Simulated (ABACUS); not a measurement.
A self-consistent single point of Mg4Te3Se (P-4m2, 8 atoms in the cell; from Materials Project mp-1222094, changed as shown).

```xyz
8
Lattice="4.5556 0.0000 0.0000 0.0000 4.5556 0.0000 0.0000 0.0000 12.8300" Properties=species:S:1:pos:R:3 pbc="T T T"
Mg     2.2778     0.0000     7.7990
Mg     0.0000     2.2778     5.0310
Mg     2.2778     0.0000     1.6766
Mg     0.0000     2.2778    11.1534
Te     2.2778     2.2778     3.3566
Te     2.2778     2.2778     9.4734
Te     0.0000     0.0000     0.0000
Se     0.0000     0.0000     6.4150
```

Method: PBEsol, PseudoDojo 0.4 standard norm-conserving PBEsol (tails mended) pseudopotentials (plane waves; ABACUS).

ABACUS settings:

- KPT = MP 3 3 1 0 0 0
- basis_type = pw
- dft_functional = PBESOL
- ecutwfc = 86 Ry
- smearing_method = fixed
- potentials = PseudoDojo 0.4 standard norm-conserving PBEsol (tails mended)
- symmetry = 1
- symmetry_prec = 1e-05
- ks_solver = dav_subspace
- scf_nmax = 100
- scf_thr = 1.0e-09 Ry
- mixing_type = pulay
- mixing_beta = 0.7

Results:

- Number of valence electrons = 104
- Number of bands = 63
- Number of k-points after the program's reduction = 3
- Number of plane waves (most at a k-point) = 24206
- Number of SCF iterations = 9
- FFT grid = 54 × 54 × 144
- Free energy E − TS = -18297.2644 eV
- Pressure = -1.84 GPa
- Largest force (vector length) = 0.041 eV/Å

Forces (eV/Å):
```csv
atom,Fx,Fy,Fz
Mg1,0.000,0.000,0.040
Mg2,0.000,0.000,-0.040
Mg3,0.000,0.000,0.041
Mg4,0.000,0.000,-0.041
Te5,0.000,0.000,0.009
Te6,0.000,0.000,-0.009
Te7,0.000,0.000,0.000
Se8,0.000,0.000,0.000
```

Stress (GPa, positive for compression):
```
-1.61   0.00   0.00
 0.00  -1.61   0.00
 0.00   0.00  -2.29
```

For comparison: a first run was changed to give this one (volume scaled by 0.99), and from it to this one the free energy falls by 4.2 meV/atom, the pressure goes from -2.14 to -1.84 GPa and the largest force goes from 0.045 to 0.041 eV/Å.

Spin-orbit coupling is left out, which matters for bands and gaps with elements this heavy. The structure comes from a collection of computed structures, made at another level of theory; the collection holds predicted forms beside known ones. Its lattice was then scaled.

Cost on one core: very roughly 50 core-seconds.

“Tails mended”: in these copies of the files the far tail of each local potential was reset to the Coulomb form.
